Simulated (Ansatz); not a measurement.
Computed with Ansatz 0.2.0, DFT PBE, scalar-relativistic, plane waves, PAW. All cells share a 420 eV cutoff and Γ-centred k meshes spaced at most about 0.3 Å⁻¹ (about 0.25 or finer for metals, 2π included). No spin polarisation in the final relaxations.

Temperature and zero-point effects are left out.

Two relaxed structures of KRu4:

A.

```
CELL_PARAMETERS angstrom
-3.29697 3.29697 1.90976
3.29697 -3.29697 1.90976
3.29697 3.29697 -1.90976
ATOMIC_POSITIONS crystal
K 0.00000 0.00000 0.00000
Ru 0.59204 0.17180 0.76384
Ru 0.82820 0.59204 0.42024
Ru 0.40796 0.82820 0.23616
Ru 0.17180 0.40796 0.57976
```

B.

```
CELL_PARAMETERS angstrom
4.83184 0.00000 0.00000
-2.41592 4.18450 0.00000
0.00000 0.00000 4.69980
ATOMIC_POSITIONS crystal
K 0.00000 0.00000 0.00000
Ru 0.33333 0.66667 0.00000
Ru 0.66667 0.33333 0.00000
Ru 0.33333 0.66667 0.50000
Ru 0.66667 0.33333 0.50000
```

**Question.** Which form is favoured at zero pressure, and by what margin per atom?

**Answer.** A is lower, by 128 meV/atom. A has space group I4/m (No. 87), 16.6 Å³/atom and no gap on its mesh; B has space group P6/mmm (No. 191), 19.0 Å³/atom and no gap. Counting all near atoms (those within 1.25 times the shortest distance at each site; a plus sign parts nearer from farther groups; a slash parts the counts of unlike sites), A has K 12, Ru 5+7 and B has K 6, Ru 2+3/2+6. The denser one is the lower, and pressure would at first widen the difference. Even the lower one lies +1.22 eV/atom against the reference forms of the elements (uncorrected), so neither is stable at this level. Both come from invented guesses. A third cell relaxed alike, in I4/mmm, lies 0.40 eV/atom below the lower of the two.

Cells relaxed within their symmetry can be saddle points.
